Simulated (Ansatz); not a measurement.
Re₂B in space group P4/nmm (No. 129; Re on 2a, Re on 2c, B on 2c) at seven volumes, PBEsol (plane waves, PAW; program Ansatz), shape and atoms relaxed at each. One row is withheld.

| V (Å³/atom) | P (GPa) |
|---|---|
| 11.065 | 39.41 |
| 11.430 | 24.09 |
| 11.795 | ? |
| 12.159 | 0.00 |
| 12.524 | -9.40 |
| 12.889 | -17.37 |
| 13.254 | -24.06 |

Task: Fit the shown pressures and predict the withheld one.

Result: Third-order Birch–Murnaghan: P = (3/2)B₀(x^(7/2) − x^(5/2))[1 + (3/4)(B′ − 4)(x − 1)] with x = (V₀/V)^(2/3). Least squares on the six rows gives V₀ = 12.159 Å³/atom, B₀ = 338.6 GPa, B′ = 4.47. At V = 11.795, x = 1.0205 and P = 11.02 GPa. The run itself gave 11.07 GPa.

A made-up cell: these elements were put on the sites of a structure type; neither database checked (COD, Materials Project) lists it. Its standing as an ambient phase is unchecked. The PBEsol relaxation kept the symmetry of its start; whether a distortion lowers the energy is not shown. The run is not spin-polarised. Scalar-relativistic: spin–orbit coupling is off unless named, which matters more the heavier the elements.

Potentials: the earlier of the program's two PAW sets. The files were generated under PBE; for other functionals the program regenerates the frozen cores, and for LDA and PBEsol the local potential too.
